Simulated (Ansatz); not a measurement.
# PbO (P4/nmm): G0W0 against its settings

A 4-atom cell of PbO started from a crystallographic database, relaxed with r2SCAN+rVV10; one-shot G0W0 in Ansatz without spin-orbit coupling. No spin polarisation and no zero-point or thermal motion.

```
Pb O
1.0
     3.98040    0.00000    0.00000
     0.00000    3.98040    0.00000
     0.00000    0.00000    5.00091
Pb O
2 2
Direct
  0.00000 0.50000 0.23663
  0.50000 0.00000 0.76337
  0.00000 0.00000 0.00000
  0.50000 0.50000 0.00000
```

Gaps are read over the mesh points alone. G0W0 values are finite-basis, finite-mesh values.
```
 start       potentials      frequency model   mesh  empty bands  screening cutoff (eV)  Kohn-Sham gap (eV)  G0W0 gap (eV)
   PBE              PAW  contour deformation  4×4×4          179                    100                1.22           1.54
   PBE              PAW  contour deformation  4×4×4          434                    180                1.22           1.76
   PBE              PAW  contour deformation  4×4×4          842                    260                1.22           1.87
 HSE06              PAW  contour deformation  4×4×4          434                    180                1.89           2.13
r2SCAN              PAW  contour deformation  4×4×4          434                    180                1.53           1.95
  PBE0              PAW  contour deformation  4×4×4          434                    180                2.54           2.31
   PBE              PAW     Godby-Needs pole  4×4×4          434                    180                1.22           1.63
   PBE              PAW  contour deformation  6×6×4          128                     80                1.22           1.49
   PBE  norm-conserving  contour deformation  4×4×4          434                    180                1.22           1.72
```

G0W0 moves the gap on the mesh from 1.22 eV (PBE) to 1.87 eV (Γ to M). Renormalisation factors Z lie between 0.70 and 0.81.

Raising bands and cutoff together moves the gap by +0.22 eV (100 to 180 eV), then +0.11 eV (180 to 260 eV); the last step is still large, so the basis limit isn't reached. Starting from HSE06 (1.89 eV against PBE's 1.22 eV) gives 2.13 eV, +0.37 eV from G0W0@PBE at the same screening cutoff. Starting from r2SCAN (1.53 eV against PBE's 1.22 eV) gives 1.95 eV, +0.19 eV from G0W0@PBE at the same screening cutoff. Starting from PBE0 (2.54 eV against PBE's 1.22 eV) gives 2.31 eV, +0.55 eV from G0W0@PBE at the same screening cutoff. The Godby-Needs plasmon pole differs from contour deformation by -0.13 eV. Norm-conserving potentials (wave cutoff 1240 eV against 420 eV) shift the quasiparticle gap by -0.04 eV and the PBE gap by 0.00 eV. r2SCAN runs take a wave cutoff of 500 eV.

The program warns that the k mesh is coarse for exact exchange in some of these runs, so their gaps aren't converged.
